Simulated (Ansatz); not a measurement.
Input:

SnSe:
```yaml
crystal:
  lattice:
    - [0.00000, 3.00747, 3.00747]
    - [3.00747, 0.00000, 3.00747]
    - [3.00747, 3.00747, 0.00000]
  atoms:
    - { symbol: Se, position: [0.00000, 0.00000, 0.00000] }
    - { symbol: Sn, position: [0.50000, 0.50000, 0.50000] }
```

This is the r²SCAN-relaxed structure.

**Question.** All from r²SCAN (plane waves, PAW; program Ansatz), unless another level is named. Give the electronic character.

**Answer.** no gap, with almost no states at the Fermi level (zero-gap or semimetallic).

**Question.** What about the formation energy from the elements (no fitted shifts)?

**Answer.** -0.41 eV/atom.

Space group Fm-3m (rock salt). A made-up cell: these elements were put on the sites of a structure type; the Crystallography Open Database files this formula in space group No. 225, but the cells were not matched. It is not the phase usual at ambient conditions (space group No. 62). Symmetry was held in the r²SCAN relaxation; its stability against distortions is not shown here. The references are the lowest solids computed at this level, not always the standard phases. Scalar-relativistic: spin–orbit coupling is off unless named, which matters more the heavier the elements.

Potentials: the later of the program's two PAW sets.
